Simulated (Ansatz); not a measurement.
CdPS$_{3}$:
```
CdPS3
1.0
    3.05616     1.76447     6.30880
   -3.05616     1.76447     6.30880
    0.00000    -3.52895     6.30880
Cd P S
2 2 6
Cartesian
  0.00000   0.00000   6.16071
  0.00000   0.00000  12.76570
  0.00000   0.00000   1.11370
  0.00000   0.00000  17.81271
  1.10934   1.67371   7.98360
 -2.00415   0.12386   7.98360
  0.89480  -1.79758   7.98360
 -1.10934  -1.67371  10.94281
  2.00415  -0.12386  10.94281
 -0.89480   1.79758  10.94281
```

Relaxed with LDA. Special points in fractions of this cell's reciprocal vectors: Γ (0.000, 0.000, 0.000); T (0.500, 0.500, 0.500); H2 (0.781, 0.219, 0.500); H0 (0.500, -0.219, 0.219); L (0.500, 0.000, 0.000); S0 (0.359, -0.359, 0.000); S2 (0.641, 0.000, 0.359); F (0.500, 0.000, 0.500).

Task: List the band energies nearest the valence-band maximum at these points for DFT-LDA in the program Ansatz with PAW potentials.

Result: In eV from the valence-band maximum; about four levels below and three above (degenerate sets whole), none deeper than 8.9 eV; points with the same levels are listed once.

```
k                     below                above
--  -----------------------  -------------------
Γ   -0.91 -0.91 -0.40 -0.40  1.82 3.05 3.49 3.49
T   -1.15 -1.15 -0.39 -0.39       2.48 2.74 3.56
H2  -1.01 -0.81 -0.42 -0.07       2.62 2.86 3.03
L   -1.06 -0.86 -0.55 -0.25       2.64 2.91 3.20
S0  -0.84 -0.71 -0.56 -0.01       2.62 2.84 3.00
F   -1.31 -0.92 -0.23 -0.11       2.83 2.98 3.34
```

Space group R-3. The workflow started from an entry of the Crystallography Open Database (COD); the relaxed space group is not among those it files for this formula. COD files the formula under space group No. 146. Whether it is the stable phase at ambient conditions was not checked. The cell was relaxed with LDA under the symmetry of its start; whether a distortion lowers the energy is not shown. A crystal of weakly bound layers computed without a dispersion correction: the cell and the soft elastic constants depend strongly on that. Spin–orbit coupling is left out wherever it is not named.

Potentials: the later of the program's two PAW sets.
